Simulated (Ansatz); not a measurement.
Task: Monolayer BeS (h-BN-type, P-6m2 in the vacuum cell, 2 atoms) is relaxed with r²SCAN+D4 in the plane-wave PAW code Ansatz. What in-plane lattice and thickness result?

Result: a = 3.445 Å; 0.00 Å between the outermost nuclei.

Band gap: 5.06 eV (indirect). Valence-band maximum: at K. Conduction-band minimum: at M. Ionisation potential (Kohn–Sham): 6.69 eV. Electron affinity (Kohn–Sham): 1.63 eV. Electron effective mass, in the valley at M: 2.4 along x, 0.34 along y (mₑ). Hole effective mass, in the valley at K: 1.2 mₑ. HSE06 ionisation potential: 7.13 eV. Bader charges: Be +1.68, S -1.68 e.

A constructed layer: a layer type filled with these elements; whether it has been made was not checked. It is flat by the symmetry kept. Symmetry was held in the r²SCAN+D4 relaxation; whether a distortion lowers the energy is not shown.

Potentials: the later of the program's two PAW sets.
